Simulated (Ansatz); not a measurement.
# GeSb3O2: relaxation step by step

A trial structure of GeSb3O2 was built thus: random cell by space group and Wyckoff sites (P4/mmm, No. 123). Lengths were set from tabulated atomic sizes, so they are only a guess.

```yaml
crystal:
  lattice:
    - [4.25863, 0.00000, 0.00000]
    - [0.00000, 4.25863, 0.00000]
    - [0.00000, 0.00000, 8.28172]
  atoms:
    - { symbol: Ge, position: [0.00000, 0.00000, 0.50000] }
    - { symbol: Sb, position: [0.50000, 0.50000, 0.29453] }
    - { symbol: Sb, position: [0.50000, 0.50000, 0.70547] }
    - { symbol: Sb, position: [0.50000, 0.50000, 0.00000] }
    - { symbol: O, position: [0.50000, 0.50000, 0.50000] }
    - { symbol: O, position: [0.00000, 0.00000, 0.00000] }
```

The calculation used DFT PBE, scalar-relativistic, plane waves, PAW (Ansatz 0.2.0). Cutoff 420 eV, Gaussian smearing, Γ-centred meshes. Cell and atoms relax first on a coarse mesh and then on a finer one. In between, the cell is made exact in the group found at 0.06 Å. In metals the finer mesh still leaves noise of several meV/atom or more. The steps can't lower the symmetry of their start. No spin polarisation.

Steps on the 4×4×2 mesh (6 atoms, 16 steps). The free energy counts from the last step; the plane-wave basis is renewed at times, which shifts energy and pressure.

```tsv
step	ΔF (meV/atom)	V (Å³/atom)	P (GPa)	largest force component (eV/Å)
1	1660.0	25.03	16.90	5.354
2	1218.9	25.76	7.80	2.651
3	865.8	25.34	1.40	0.960
4	535.7	23.78	-2.17	0.485
5	287.8	21.94	-2.22	0.536
6	119.4	20.10	0.25	0.388
7	82.6	19.94	-1.86	0.302
8	78.1	19.17	1.79	0.243
9	76.3	19.44	0.08	0.035
10	28.9	19.44	2.66	0.105
11	10.7	19.73	1.28	0.152
12	2.6	20.21	-0.52	0.027
13	2.1	20.03	0.18	0.001
14	0.1	20.03	0.31	0.000
15	0.1	20.13	-0.04	0.012
16	0.0	20.13	-0.04	0.012
```

Steps on the 6×6×2 mesh (6 atoms, 14 steps). The free energy counts from the last step; some steps are skipped; the plane-wave basis is renewed at times, which shifts energy and pressure.

```csv
step,ΔF (meV/atom),V (Å³/atom),P (GPa),largest force component (eV/Å)
1,42.5,20.13,1.23,0.086
2,34.4,20.97,-0.61,0.282
4,26.8,20.62,0.65,0.023
5,26.3,20.88,-0.10,0.008
7,20.2,21.18,-0.10,0.044
8,11.3,21.60,0.65,0.072
10,9.9,22.37,0.05,0.002
11,2.1,22.37,0.35,0.004
13,1.3,23.08,0.03,0.008
14,0.0,23.08,0.12,0.008
```

The relaxed structure, after a last relaxation on the converged mesh:

```
CELL_PARAMETERS angstrom
3.19510 0.00000 0.00000
0.00000 3.19510 0.00000
0.00000 0.00000 13.45804
ATOMIC_POSITIONS crystal
Ge 0.00000 0.00000 0.50000
Sb 0.50000 0.50000 0.22742
Sb 0.50000 0.50000 0.77258
Sb 0.50000 0.50000 0.00000
O 0.50000 0.50000 0.50000
O 0.00000 0.00000 0.00000
```

The symmetry stays P4/mmm (No. 123). The volume per atom shrinks by 8.5 %, from 25.0 to 22.9 Å³. The shortest distance goes from 1.70 Å (Sb–O) to 2.26 Å (Ge–O and Sb–O). The ratio c/a of the conventional cell changes by a factor of 2.17. The energy falls by about 1.7 eV/atom (the start's value is from the coarse mesh). Around Ge lie 4 O at 2.26 Å; around Sb on a site of symmetry 4mm lie 5 Sb at 3.06–3.20 Å; O on its first site is surrounded by 4 Ge at 2.26 Å; 2 more sites not described.

```
Volume per atom                            : 22.9 Å³
Density                                    : 5.7 g/cm³
Energy over the elements                   : −0.25 eV/atom
Gap on the 12×12×4 mesh of the 6-atom cell : 0 eV (a metal)
```

The zero of energy is the elements' standard structures at the same level (O₂ as a molecule); no fitted shifts are applied.

The last run used Gaussian smearing of 0.10 eV. No dispersion correction is applied, so the spacing and binding between layers, chains or molecules are poorly described. Spin–orbit coupling, which can matter for Sb, is left out. An odd number of electrons in the primitive cell allows no gap without spin; a larger cell or a magnetic state could open one. A structure relaxed within its symmetry needn't be a true minimum. In all, the 4 runs took 9.5 min on 1 thread of Intel(R) Xeon(R) Processor @ 2.70GHz (shared host). Another cell of GeSb3O2 relaxed alike, in P4mm, lies 20 meV/atom lower, so this cell isn't the stable form at this level.
